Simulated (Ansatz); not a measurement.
InP:
```yaml
crystal:
  lattice:
    - [0.00000, 2.95116, 2.95116]
    - [2.95116, 0.00000, 2.95116]
    - [2.95116, 2.95116, 0.00000]
  atoms:
    - { symbol: In, position: [0.00000, 0.00000, 0.00000] }
    - { symbol: P, position: [0.75000, 0.75000, 0.75000] }
```

Relaxed with HSE06.

Question: Give the Bader charges and basin volumes of the independent atoms, HSE06 in the plane-wave PAW code Ansatz.

Answer: 

| atom | Bader charge (e) | Bader volume (Å³) |
|---|---|---|
| In1 | +0.98 | 21.4 |
| P2 | -0.98 | 30.0 |

Space group F-43m (zinc blende). The cell was relaxed with HSE06 under the symmetry of its start.

Potentials: the earlier of the program's two PAW sets.
